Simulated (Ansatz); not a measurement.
## Au (Im-3m), trigonal deformation path

Method: DFT LDA, scalar-relativistic, plane waves, PAW (Ansatz). The runs took a 420 eV cutoff, a Γ-centred 22×22×22 mesh and Gaussian smearing (0.15 eV). Spin–orbit coupling is left out, which can shift energies with elements as heavy as these. No spin polarisation. Energies are free energies at this smearing, counted from the undisturbed cell; pressure is positive in compression.

The starting cell (as given, not relaxed at this level; it stands at -13.6 GPa; this bcc form isn't the usual structure):

```yaml
crystal:
  lattice:
    - [-1.65727, 1.65727, 1.65727]
    - [1.65727, -1.65727, 1.65727]
    - [1.65727, 1.65727, -1.65727]
  atoms:
    - { symbol: Au, position: [0.00000, 0.00000, 0.00000] }
```

At fixed volume and fractional coordinates, lengths along (0.577, 0.577, 0.577) are scaled against those across it; ρ is that ratio over its starting value. The cell is metallic on the mesh throughout. At ρ = 2.000 the cell becomes cubic (Pm-3m), and there the slope of the energy vanishes by symmetry. At -14 GPa the given cell is far from its own equilibrium, so these figures belong to a strongly strained crystal.

```
    ρ  ΔE (meV/atom)
0.500        11015.7
0.710         1203.2
1.000            0.0
1.410           90.8
2.000          194.1
```